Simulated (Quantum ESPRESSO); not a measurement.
## RuMo3Cu2W2 (finding a planted mistake in a log)

Computed values, not a measurement. The program is pw.x of Quantum ESPRESSO 7.5 (plane-wave density functional theory). The cell is made up: eight metal atoms on a face-centred cubic lattice, with elements, volume, strain and displacements drawn at random and not relaxed, so it may be unstable or far from any real phase. PseudoDojo standard norm-conserving files set the functional (PBE unless stated); there is no spin polarisation or spin-orbit coupling, the Fermi-Dirac width of 0.25 eV means electrons at about 2900 K, and the masses in the input are unused placeholders. The copper pseudopotential is less sure than most, with forces differing by about three percent and pressure by about two GPa from a second method on plain copper. Heavy elements are run without spin-orbit coupling, which real alloys of them have. A spin test at this wide smearing found no moment, but such smearing suppresses magnetism that the real alloy may have.

Intended input:

```
&control calculation='scf', pseudo_dir='./dojo.nc.sr.pbe.v0_5.standard.upf', outdir='./o', disk_io='minimal', tprnfor=.true., tstress=.true. /
&system ibrav=0, nat=8, ntyp=4, nbnd=78, ecutwfc=92.02030273, nosym=.true., tot_charge=0,
 occupations='smearing', smearing='fd', degauss=0.0183746611
/
&electrons conv_thr=1.470e-08, electron_maxstep=70, mixing_beta=0.5 /
ATOMIC_SPECIES
Cu 1.0 Cu.upf
Mo 1.0 Mo.upf
Ru 1.0 Ru.upf
W 1.0 W.upf
CELL_PARAMETERS angstrom
1.9967 3.8262 1.9204
1.9527 -3.8483 2.0085
3.9351 0.066 -3.9145
ATOMIC_POSITIONS angstrom
Ru -0.0431 -0.0086 -0.0052
Mo 2.006 -0.0031 -1.9266
Cu 2.1035 -1.9068 -0.0165
W 3.9165 -1.8888 -1.9415
Cu 1.9483 1.9061 -0.0327
W 3.9622 2.0189 -2.0129
Mo 1.9131 0.0081 1.9677
Mo 3.9736 0.0187 0.0857
K_POINTS automatic
5 5 4 1 1 1
```

The log is shortened where brackets say so; the opening notice, blank lines, dates and the lines on written files are dropped, and the path of the files is cut. It prints rydbergs, bohrs and kilobars, and counts compression as positive stress. Its total energy is the free energy E - TS of the whole cell.

Log of the intended run:

```
     Program PWSCF v.7.5
     Parallel version (MPI & OpenMP), running on       4 processor cores
     Number of MPI processes:                 4
     Threads/MPI process:                     1
     [start-up lines left out]
     bravais-lattice index     =            0
     lattice parameter (alat)  =       8.9267  a.u.
     unit-cell volume          =     800.5598 (a.u.)^3
     number of atoms/cell      =            8
     number of atomic types    =            4
     number of electrons       =       124.00
     number of Kohn-Sham states=           78
     kinetic-energy cutoff     =      92.0203  Ry
     charge density cutoff     =     368.0812  Ry
     scf convergence threshold =      1.5E-08
     mixing beta               =       0.5000
     number of iterations used =            8  plain     mixing
     Exchange-correlation= PBE
                           (   1   4   3   4   0   0   0)
     [axes and pseudopotential details left out]
   Cartesian axes
     site n.     atom                  positions (alat units)
         1        Ru     tau(   1) = (  -0.0091240  -0.0018206  -0.0011008  )
         2        Mo     tau(   2) = (   0.4246556  -0.0006562  -0.4078472  )
         3        Cu     tau(   3) = (   0.4452956  -0.4036557  -0.0034929  )
         4        W      tau(   4) = (   0.8290945  -0.3998452  -0.4110014  )
         5        Cu     tau(   5) = (   0.4124409   0.4035075  -0.0069224  )
         6        W      tau(   6) = (   0.8387688   0.4273864  -0.4261163  )
         7        Mo     tau(   7) = (   0.4049893   0.0017147   0.4165477  )
         8        Mo     tau(   8) = (   0.8411821   0.0039587   0.0181421  )
     number of k points=    50  Fermi-Dirac smearing, width (Ry)=  0.0184
                       cart. coord. in units 2pi/alat
        k(    1) = (   0.1946383  -0.0006015   0.0448085), wk =   0.0400000
        k(    2) = (   0.3447103  -0.0031939  -0.1060612), wk =   0.0400000
     [further k points left out]
     Dense  grid:    95443 G-vectors     FFT dimensions: (  60,  60,  72)
     Estimated max dynamical RAM per process >     369.31 MB
     Estimated total dynamical RAM >       1.37 GB
     Initial potential from superposition of free atoms
     starting charge     123.9933, renormalised to     124.0000
     Starting wfcs are   80 randomized atomic wfcs
     total cpu time spent up to now is        8.6 secs
     per-process dynamical memory:   282.4 Mb
     Self-consistent Calculation
     iteration #  1     ecut=    92.02 Ry     beta= 0.50
     Davidson diagonalization with overlap
     ethr =  1.00E-02,  avg # of iterations =  4.4
     total cpu time spent up to now is       31.9 secs
     total energy              =   -1678.30583740 Ry
     estimated scf accuracy    <      11.34839628 Ry
     iteration #  2     ecut=    92.02 Ry     beta= 0.50
     Davidson diagonalization with overlap
     ethr =  9.15E-03,  avg # of iterations =  3.0
     total cpu time spent up to now is       57.7 secs
     total energy              =   -1682.39451334 Ry
     estimated scf accuracy    <      43.87759008 Ry
     [iterations 3 to 19 left out]
     iteration # 20     ecut=    92.02 Ry     beta= 0.50
     Davidson diagonalization with overlap
     ethr =  4.28E-11,  avg # of iterations =  2.0
     total cpu time spent up to now is      375.7 secs
     total energy              =   -1685.53507185 Ry
     estimated scf accuracy    <       0.00000007 Ry
     iteration # 21     ecut=    92.02 Ry     beta= 0.50
     Davidson diagonalization with overlap
     ethr =  4.28E-11,  avg # of iterations =  1.1
     total cpu time spent up to now is      388.3 secs
     End of self-consistent calculation
     [lines on levels left out]
!    total energy              =   -1685.53507184 Ry
     estimated scf accuracy    <          9.7E-09 Ry
     smearing contrib. (-TS)   =      -0.11626378 Ry
     internal energy E=F+TS    =   -1685.41880807 Ry
     The total energy is F=E-TS. E is the sum of the following terms:
     one-electron contribution =    -607.00820035 Ry
     hartree contribution      =     380.71967757 Ry
     xc contribution           =    -255.53957752 Ry
     ewald contribution        =   -1203.59070777 Ry
     convergence has been achieved in  21 iterations
     Forces acting on atoms (cartesian axes, Ry/au):
     atom    1 type  3   force =     0.02444910   -0.00155928   -0.01400412
     atom    2 type  2   force =    -0.02449886    0.00643778    0.03821041
     atom    3 type  1   force =    -0.03887648    0.00195918    0.03052722
     atom    4 type  4   force =     0.03248938    0.00090233   -0.02275009
     atom    5 type  1   force =     0.00572329    0.00447451    0.00423291
     atom    6 type  4   force =     0.00053025   -0.02576735   -0.00660842
     atom    7 type  2   force =     0.01612695    0.00409153   -0.02178691
     atom    8 type  2   force =    -0.01594364    0.00946130   -0.00782101
     Total force =     0.094096     Total SCF correction =     0.000423
     Computing stress (Cartesian axis) and pressure
          total   stress  (Ry/bohr**3)                   (kbar)     P=       42.60
   0.00022005  -0.00009884   0.00008936           32.37      -14.54       13.15
  -0.00009884   0.00033521   0.00016763          -14.54       49.31       24.66
   0.00008936   0.00016763   0.00031358           13.15       24.66       46.13
     init_run     :      6.62s CPU      6.90s WALL (       1 calls)
     electrons    :    372.67s CPU    379.72s WALL (       1 calls)
     forces       :      2.11s CPU      2.11s WALL (       1 calls)
     stress       :      7.26s CPU      7.28s WALL (       1 calls)
     [timing details left out]
     PWSCF        :   6m30.42s CPU   6m37.79s WALL
     JOB DONE.
```

A second run was made from an input with one planted mistake. Its log:

```
     Program PWSCF v.7.5
     Parallel version (MPI & OpenMP), running on       4 processor cores
     Number of MPI processes:                 4
     Threads/MPI process:                     1
     [start-up lines left out]
     bravais-lattice index     =            0
     lattice parameter (alat)  =       8.9267  a.u.
     unit-cell volume          =     800.5598 (a.u.)^3
     number of atoms/cell      =            8
     number of atomic types    =            5
     number of electrons       =       123.00
     number of Kohn-Sham states=           78
     kinetic-energy cutoff     =      92.0203  Ry
     charge density cutoff     =     368.0812  Ry
     scf convergence threshold =      1.5E-08
     mixing beta               =       0.5000
     number of iterations used =            8  plain     mixing
     Exchange-correlation= PBE
                           (   1   4   3   4   0   0   0)
     [axes and pseudopotential details left out]
   Cartesian axes
     site n.     atom                  positions (alat units)
         1        Ru     tau(   1) = (  -0.0091240  -0.0018206  -0.0011008  )
         2        Mo     tau(   2) = (   0.4246556  -0.0006562  -0.4078472  )
         3        Cu     tau(   3) = (   0.4452956  -0.4036557  -0.0034929  )
         4        W      tau(   4) = (   0.8290945  -0.3998452  -0.4110014  )
         5        Cu     tau(   5) = (   0.4124409   0.4035075  -0.0069224  )
         6        Ga     tau(   6) = (   0.8387688   0.4273864  -0.4261163  )
         7        Mo     tau(   7) = (   0.4049893   0.0017147   0.4165477  )
         8        Mo     tau(   8) = (   0.8411821   0.0039587   0.0181421  )
     number of k points=    50  Fermi-Dirac smearing, width (Ry)=  0.0184
                       cart. coord. in units 2pi/alat
        k(    1) = (   0.1946383  -0.0006015   0.0448085), wk =   0.0400000
        k(    2) = (   0.3447103  -0.0031939  -0.1060612), wk =   0.0400000
     [further k points left out]
     Dense  grid:    95443 G-vectors     FFT dimensions: (  60,  60,  72)
     Estimated max dynamical RAM per process >     373.35 MB
     Estimated total dynamical RAM >       1.39 GB
     Initial potential from superposition of free atoms
     starting charge     122.9911, renormalised to     123.0000
     Starting wfcs are   79 randomized atomic wfcs
     total cpu time spent up to now is        7.9 secs
     per-process dynamical memory:   290.9 Mb
     Self-consistent Calculation
     iteration #  1     ecut=    92.02 Ry     beta= 0.50
     Davidson diagonalization with overlap
     ethr =  1.00E-02,  avg # of iterations =  5.2
     total cpu time spent up to now is       31.5 secs
     total energy              =   -1682.30331172 Ry
     estimated scf accuracy    <       7.36800471 Ry
     iteration #  2     ecut=    92.02 Ry     beta= 0.50
     Davidson diagonalization with overlap
     ethr =  5.99E-03,  avg # of iterations =  3.0
     total cpu time spent up to now is       54.9 secs
     total energy              =   -1685.15959247 Ry
     estimated scf accuracy    <      23.31684146 Ry
     [iterations 3 to 17 left out]
     iteration # 18     ecut=    92.02 Ry     beta= 0.50
     Davidson diagonalization with overlap
     ethr =  1.74E-11,  avg # of iterations =  2.1
     total cpu time spent up to now is      288.6 secs
     total energy              =   -1686.82237817 Ry
     estimated scf accuracy    <       0.00000002 Ry
     iteration # 19     ecut=    92.02 Ry     beta= 0.50
     Davidson diagonalization with overlap
     ethr =  1.37E-11,  avg # of iterations =  1.1
     total cpu time spent up to now is      299.7 secs
     End of self-consistent calculation
     [lines on levels left out]
!    total energy              =   -1686.82237817 Ry
     estimated scf accuracy    <          5.8E-09 Ry
     smearing contrib. (-TS)   =      -0.10930668 Ry
     internal energy E=F+TS    =   -1686.71307149 Ry
     The total energy is F=E-TS. E is the sum of the following terms:
     one-electron contribution =    -638.19257579 Ry
     hartree contribution      =     400.79012866 Ry
     xc contribution           =    -264.23511684 Ry
     ewald contribution        =   -1185.07550753 Ry
     convergence has been achieved in  19 iterations
     Forces acting on atoms (cartesian axes, Ry/au):
     atom    1 type  4   force =     0.02524078    0.00191059   -0.01834753
     atom    2 type  3   force =    -0.02708450    0.00655631    0.02897039
     atom    3 type  1   force =    -0.03787188    0.00122251    0.02837886
     atom    4 type  5   force =     0.03288944    0.00395293   -0.01750130
     atom    5 type  1   force =    -0.00005423    0.00387744    0.01009845
     atom    6 type  2   force =     0.00519643   -0.02445634   -0.00228427
     atom    7 type  3   force =     0.02104961   -0.00297950   -0.02763909
     atom    8 type  3   force =    -0.01936566    0.00991606   -0.00167550
     Total force =     0.093152     Total SCF correction =     0.000148
     Computing stress (Cartesian axis) and pressure
          total   stress  (Ry/bohr**3)                   (kbar)     P=       -6.22
  -0.00013558  -0.00013999  -0.00009502          -19.94      -20.59      -13.98
  -0.00013999   0.00009313   0.00011431          -20.59       13.70       16.82
  -0.00009502   0.00011431  -0.00008442          -13.98       16.82      -12.42
     init_run     :      6.12s CPU      6.37s WALL (       1 calls)
     electrons    :    285.42s CPU    291.91s WALL (       1 calls)
     forces       :      1.84s CPU      1.86s WALL (       1 calls)
     stress       :      6.48s CPU      6.48s WALL (       1 calls)
     [timing details left out]
     PWSCF        :   5m 1.36s CPU   5m 8.19s WALL
     JOB DONE.
```

Question: the log repeats what the program read. Compare it with the intended run: what was wrong in the second input?

Answer: one atom is of a wrong element. The input lines that differ:

```
- &system ibrav=0, nat=8, ntyp=4, nbnd=78, ecutwfc=92.02030273, nosym=.true., tot_charge=0,
+ &system ibrav=0, nat=8, ntyp=5, nbnd=78, ecutwfc=92.02030273, nosym=.true., tot_charge=0,
+ Ga 1.0 Ga.upf
- W 3.9622 2.0189 -2.0129
+ Ga 3.9622 2.0189 -2.0129
```

|  | intended run | run with the mistake |
| --- | --- | --- |
| free energy (eV) | -22932.873 | -22950.388 |
| entropy term -TS, part of it (eV) | -1.582 | -1.487 |
| pressure (GPa) | 4.26 | -0.62 |
| size of the largest force component (eV/Å) | 1.000 | 0.974 |
| largest change of a force component (eV/Å) |  | 0.238 |
| iterations | 21 | 19 |

For scale, a rerun of the intended cell at a higher cutoff and on a denser mesh moved values by no more than 0.006 eV in energy, 0.10 GPa in stress and 0.020 eV/Å in force, and a second program with other atomic files agreed on that cell to 2 % rms in force and 0.5 GPa in pressure. Files of another functional or element have another zero of energy, so the energy change says nothing on stability.